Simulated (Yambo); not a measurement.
G0W0@LDA for Si (diamond, space group Fd-3m, No. 227) in Yambo. Reference settings: 4×4×4 Γ-centred k mesh, 148 bands and a 14 Ry block in the screening, 148 bands in G with the Bruneval-Gonze terminator, plasmon pole fitted at 27.2 eV. The LDA gap Γ → X on this mesh is 0.58 eV; G0W0 gaps are taken between the same points.

The settings were changed. The gap went from 1.35 eV to 1.19 eV, and the shift of the valence edge from -0.78 eV to -0.40 eV.

**Question.** Which change was made?
A. 23 bands in W, 23 bands in G, 5 Ry block
B. 23 bands in W, 23 bands in G, 2 Ry block
C. 47 bands in W, 47 bands in G, 5 Ry block, no terminator
D. 2×2×2 mesh

**Answer.** C, 47 bands in W, 47 bands in G, 5 Ry block, no terminator. The others gave (gap, valence shift): 2×2×2 mesh: 1.48, -0.82 eV; 23 bands in W, 23 bands in G, 2 Ry block: 1.05, -0.10 eV; 23 bands in W, 23 bands in G, 5 Ry block: 1.22, -0.30 eV.

Geometry relaxed with LDA; primitive cell a = b = c = 3.815 Å, α = β = γ = 60.00°.

A shift is the quasiparticle energy of the state minus its LDA energy.
